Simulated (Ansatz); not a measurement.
Na: enthalpies of structure types against pressure

All-electron LAPW in Ansatz 0.2.0 under PBEsol, scalar-relativistic, energies extrapolated to zero smearing. Each structure type was compressed from its own relaxed volume, symmetry kept and shape relaxed on PAW files, and E(V) was fitted to energies and pressures; H = E + pV has no temperature or zero-point term. Only these types were tried: diamond (Fd-3m, 9×9×9 mesh, 52.34 Å³/atom at rest); hcp (P6_3/mmc, 12×12×7 mesh, 36.42 Å³/atom at rest); bcc (Im-3m, 13×13×13 mesh, 36.24 Å³/atom at rest); sc (Pm-3m, 12×12×12 mesh, 39.14 Å³/atom at rest). Spin polarisation is left out. Spin–orbit coupling is left out; Fermi–Dirac smearing is 0.05 to 0.1 eV. Enthalpies carry a few meV/atom of noise from meshes and fits.

Q: Which type is lowest at zero pressure, and what follows up to 11 GPa?

A: The lowest types lie within 5 meV/atom of each other over much of the range, too close to call on these meshes: bcc and hcp compete. Enthalpies against hcp:

| p (GPa) | diamond (meV/atom) | hcp (meV/atom) | bcc (meV/atom) | sc (meV/atom) |
| --- | --- | --- | --- | --- |
| 0 | 354 | 0 | 1 | 122 |
| 0.34 | 385 | 0 | 1 | 127 |
| 0.92 | 426 | 0 | 1 | 133 |
| 1.7 | 467 | 0 | 1 | 140 |
| 3.4 | 529 | 0 | 0 | 151 |
| 5.7 | 582 | 0 | 0 | 159 |
| 8.6 | 624 | 0 | 0 | 166 |
| 11 | 648 | 0 | -1 | 169 |
